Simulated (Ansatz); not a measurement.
VOs (P-6m2): the volume from the results

```yaml
crystal:
  lattice:
    - [2.76341, 0.00000, 0.00000]
    - [-1.38171, 2.39318, 0.00000]
    - [0.00000, 0.00000, 4.25802]
  atoms:
    - { symbol: V, position: [0.66667, 0.33333, 0.00000] }
    - { symbol: Os, position: [0.00000, 0.00000, 0.50000] }
```

The reference geometry is a structure from the Materials Project; nothing is relaxed.

Settings: r²SCAN, 12×12×7 k mesh, Fermi–Dirac smearing of 0.08 eV. PAW means Ansatz 0.2.0 on its default frozen-core files. Site moments are integrated in spheres about the atoms. Start moments (μB): V1 2.

The cell is scaled evenly, and every run starts from the same moments. Some of the runs:

```csv
V/V₀,cell moment (μB),largest site moment (μB),F − F(V₀) (meV/atom),pressure (GPa)
0.66,0.00,0.00,2639,260.7
1,1.34,1.26,0,-2.8
1.1,1.51,1.56,119,-22.3
```

Question: Another run of the series gave cell moment (μB) = 0.33, largest site moment (μB) = 0.26, F − F(V₀) (meV/atom) = 626, pressure (GPa) = 90.1. At which V/V₀ was it made?
A. 0.86
B. 1.25
C. 0.92
D. 0.96
E. 0.8
F. 0.74
G. 1.04

Answer: E. V/V₀ = 0.8.

Question: Another run of the series gave cell moment (μB) = 1.41, largest site moment (μB) = 1.38, F − F(V₀) (meV/atom) = 27, pressure (GPa) = -12.0. At which V/V₀ was it made?
A. 0.8
B. 1.04
C. 1.25
D. 0.86
E. 0.92
F. 0.74
G. 0.96

Answer: B. V/V₀ = 1.04.

The whole series:

```csv
V/V₀,cell moment (μB),largest site moment (μB),F − F(V₀) (meV/atom),pressure (GPa)
0.66,0.00,0.00,2639,260.7
0.74,0.00,0.00,1240,146.3
0.8,0.33,0.26,626,90.1
0.86,0.89,0.73,258,51.6
0.92,1.12,0.97,65,23.2
0.96,1.25,1.12,10,8.8
1,1.34,1.26,0,-2.8
1.04,1.41,1.38,27,-12.0
1.1,1.51,1.56,119,-22.3
1.25,1.77,2.04,514,-35.3
```

The PAW files were made with PBE; the program remakes their cores once for the run's functional and then keeps them frozen. Under strong compression frozen cores are worth checking against an all-electron run. The Ansatz runs typed with the search for lower states off end where their start leads. Spin–orbit coupling is left out although heavy atoms are present. r²SCAN is known to give itinerant transition metals moments and polarisation energies that are too large. The magnetic state is the one that this cell and start allow. It needn't be the compound's measured order, which may need a larger cell or be absent.
